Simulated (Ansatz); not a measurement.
This cell of GaN (zinc blende) is off equilibrium:

```
GaN
1.0
    0.00000     4.54850     4.54850
    2.27425     2.27425     4.54850
    2.27425     2.27425     0.00000
N Ga
2 2
Direct
  0.99164   0.75836   0.75836
  0.50836   0.74164   0.74164
  0.01466   0.98534   0.01466
  0.48534   0.01466   0.98534
```

Computed with PBE (plane waves to 420 eV, PAW, scalar-relativistic; Ansatz, an electronic-structure program). k mesh 12×12×12 (Γ-centred), Fermi-Dirac smearing 0.05 eV. Stress and pressure are positive under compression. GaN was relaxed with its symmetry unable to fall.

Predict the force on every atom, in eV/Å.


```
atom      Fx      Fy     Fz
----  ------  ------  -----
N1    -0.069   0.000  0.000
N2     0.069   0.000  0.000
Ga3    0.000  -0.581  0.000
Ga4    0.000   0.581  0.000
```

(A displaced cell: forces are minus the slopes of the energy, force constants its curvatures, and phonons follow from these.)
